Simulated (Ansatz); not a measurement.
Ni:
```cif
data_Ni
_chemical_formula_sum 'Ni1'
_space_group_name_H-M_alt 'P 1'
_space_group_IT_number 1
_cell_length_a 2.42139
_cell_length_b 2.42139
_cell_length_c 2.42139
_cell_angle_alpha 60.000
_cell_angle_beta 60.000
_cell_angle_gamma 60.000
loop_
_space_group_symop_operation_xyz
  'x, y, z'
loop_
_atom_site_label
_atom_site_type_symbol
_atom_site_fract_x
_atom_site_fract_y
_atom_site_fract_z
_atom_site_occupancy
Ni1 Ni 0.00000 0.00000 0.00000 1
```
The run is spin-polarised; directions of the spins, atom by atom: ↑.

Relaxed with LDA.

Task: Which orbitals make up the states near the Fermi level in DFT-LDA in the program Ansatz with PAW potentials?

Result: Within 0.5 eV of the Fermi level: Ni 3d 95 %. Projections are on Löwdin-orthogonalised atomic valence shells; empty p or d shells of many metals are not among them.

Task: Tabulate the density of states.

Result: States/eV per cell of 1 atom, in 0.25 eV bins, energy from the Fermi level.

```tsv
E (eV)	total	Ni 3d	Ni 4s
-7.85	0.10	0.00	0.09
-7.60	0.11	0.00	0.10
-7.35	0.12	0.01	0.11
-7.10	0.13	0.01	0.11
-6.85	0.14	0.01	0.12
-6.60	0.16	0.02	0.13
-6.35	0.18	0.03	0.14
-6.10	0.20	0.04	0.15
-5.85	0.24	0.06	0.17
-5.60	0.29	0.10	0.18
-5.35	0.43	0.21	0.21
-5.10	0.68	0.44	0.23
-4.85	0.89	0.65	0.23
-4.60	1.11	0.89	0.20
-4.35	1.31	1.13	0.16
-4.10	1.46	1.32	0.11
-3.85	1.52	1.41	0.06
-3.60	1.55	1.46	0.04
-3.35	1.56	1.47	0.03
-3.10	1.77	1.65	0.04
-2.85	1.89	1.75	0.06
-2.60	2.34	2.17	0.08
-2.35	2.50	2.35	0.07
-2.10	2.16	2.01	0.07
-1.85	2.18	2.06	0.05
-1.60	2.30	2.19	0.05
-1.35	2.05	1.97	0.04
-1.10	2.06	1.99	0.03
-0.85	2.41	2.35	0.04
-0.60	3.00	2.94	0.04
-0.35	1.52	1.47	0.04
-0.10	1.40	1.33	0.05
0.15	1.90	1.82	0.06
0.40	0.64	0.54	0.07
0.65	0.33	0.22	0.08
0.90	0.32	0.19	0.09
1.15	0.30	0.16	0.10
1.40	0.29	0.14	0.10
1.65	0.28	0.12	0.10
1.90	0.27	0.11	0.10
2.15	0.27	0.09	0.10
2.40	0.27	0.08	0.10
2.65	0.26	0.07	0.09
2.90	0.25	0.07	0.09
3.15	0.24	0.06	0.08
3.40	0.23	0.05	0.08
3.65	0.22	0.04	0.07
3.90	0.21	0.04	0.06
4.15	0.20	0.03	0.06
4.40	0.19	0.03	0.05
4.65	0.18	0.03	0.04
```

Space group Fm-3m (fcc (Cu type)). The LDA relaxation kept the symmetry of its start. The final state is ferromagnetic, chosen from 3 collinear starts compared on coarse meshes (ties went to the first, and starts can fall back to one state), not a proven ground state. Textbook magnetic order: ferromagnetic.

Potentials: the earlier of the program's two PAW sets. The files were generated under PBE; for other functionals the program regenerates the frozen cores, and for LDA and PBEsol the local potential too.
